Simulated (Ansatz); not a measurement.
A geometry of Sn away from equilibrium: step 6 of the relaxation of a relaxed Sn cell displaced along its unstable phonon at q = (½, ½, 0) of its primitive reciprocal cell (43i cm⁻¹), largest move 0.15 Å. These are PBEsol (plane waves to 420 eV, PAW, scalar-relativistic; Ansatz, a program for electronic structure) values and carry that method's errors. Γ-centred k-mesh 6×6×6 on the run's cell (coarser than for final values), Fermi–Dirac smearing 0.05 eV.

```
Sn
1.0
   11.95661     0.00000     0.00000
    5.97830     6.08320     0.00000
    0.00000     0.00000     5.90111
Sn
16
Cartesian
  1.49769   0.00000   2.92244
  7.47599   0.00000   2.97867
  4.48062   0.00000   2.97867
 10.45892   0.00000   2.92244
 11.95661   2.52347   1.47623
  5.97830   3.55973   1.47623
 11.95661   3.55973   4.42488
  5.97830   2.52347   4.42488
  2.98915   1.53407   0.00000
  8.96746   1.53407   0.00000
 14.94576   4.54913   0.00000
  8.96746   4.54913   0.00000
  0.00000   0.00000  -0.26018
  5.97830   0.00000   0.26018
  2.98915   3.04160   2.95056
  8.96746   3.04160   2.95056
```

Q: Which atoms carry the largest force, and which way does it point?

A: 0.18 eV/Å, on Sn1, Sn2, Sn3, Sn4 (atoms numbered as listed); on Sn2 its components are (0.18, 0.00, 0.00).

Q: What is the pressure?

A: +0.7 GPa, compression positive.

Q: How much energy per atom can still be gained by relaxing?

A: 0.01 eV/atom; the path ends in Cmme (No. 67).

No spin polarisation in the result.

The run could not lose the symmetry of its start, so the end can be a saddle point.

The end of the path is a generated cell of Sn: the first start was made by placing the elements on the sites of a structure type, and the end was not matched to a known phase here, so it may be hypothetical. Known forms of Sn include space group No. 141, 227.
